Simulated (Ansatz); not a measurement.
One stationary structure of ZnO. Computed with r2SCAN (plane waves to 500 eV, PAW, scalar-relativistic; Ansatz, a quantum-chemistry and plane-wave program).

```
CELL_PARAMETERS angstrom
      3.41701     0.00000     0.00000
     -1.70850     2.95922     0.00000
      0.00000     0.00000     4.47699
ATOMIC_POSITIONS crystal
  O  0.33333 0.66667 0.25000
  O  0.66667 0.33333 0.75000
  Zn 0.66667 0.33333 0.25000
  Zn 0.33333 0.66667 0.75000
```

Problem. Find the space group and the Wyckoff positions (tolerance 0.01 Å).

Solution. Space group P6₃/mmc (No. 194); a = b = 3.417 Å, c = 4.477 Å, α = β = 90.00°, γ = 120.00°

```
atom  site  symmetry       x       y       z
----  ----  --------  ------  ------  ------
O       2c      -6m2  0.3333  0.6667  0.2500
Zn      2d      -6m2  0.6667  0.3333  0.2500
```

Problem. Give the shortest distances between elements (the closest pairs, up to four, under 3.6 Å).

Solution. O–Zn 1.97 Å; O–O 2.98 Å; Zn–Zn 2.98 Å.

The volume per atom comes out as 11.32 Å³ and the band gap is 1.49 eV, indirect (valence top at H, conduction bottom at Γ) (no spin-orbit coupling). The smallest direct gap comes out as 1.52 eV at Γ.

No spin polarisation in the result.

The run could not lose the symmetry of its start.

It was reached from a disturbed copy of a P6₃/mmc (No. 194) cell, against which it lies -0.228 eV/atom.

The first start was generated by placing the elements on the sites of a structure type. Materials Project lists a structure of ZnO in the same space group, P6₃/mmc (No. 194); the sites were not compared with it, nor with measured phases. Known forms of ZnO include space group No. 186.
